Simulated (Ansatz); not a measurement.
TaAl (rock salt, Fm-3m), PBE in the plane-wave PAW code Ansatz, all energies at zero smearing, with the estimated change up to a 700 eV cutoff added, with one set of potentials and settings (totals compare only within such a set). Cell of 2 atoms (1 Ta, 1 Al): -10468.765 eV.

| element | reference phase | E (eV/atom) |
|---|---|---|
| Ta | Im-3m, 1 atoms in the cell | -9932.2522 |
| Al | Fm-3m, 1 atoms in the cell | -537.5049 |

Formation energy per atom, worked out: (-10468.765 − 1×(-9932.2522) − 1×(-537.5049))/2 = 0.496 eV/atom (48 kJ per mol of atoms), at 0 K, without zero-point energy or fitted corrections.

The start of the workflow was typed in or built on a structure type; neither database checked (COD, Materials Project) lists it. Whether it is the stable phase at ambient conditions was not checked. The PBE relaxation kept the symmetry of its start; its stability against distortions is not shown here. The run is not spin-polarised. Its formation energy is positive at this level, so the cell may be metastable or incomplete. The references are the lowest solids computed at this level, not always the standard phases. Scalar-relativistic: spin–orbit coupling is off unless named, which matters more the heavier the elements.

Potentials: the later of the program's two PAW sets.
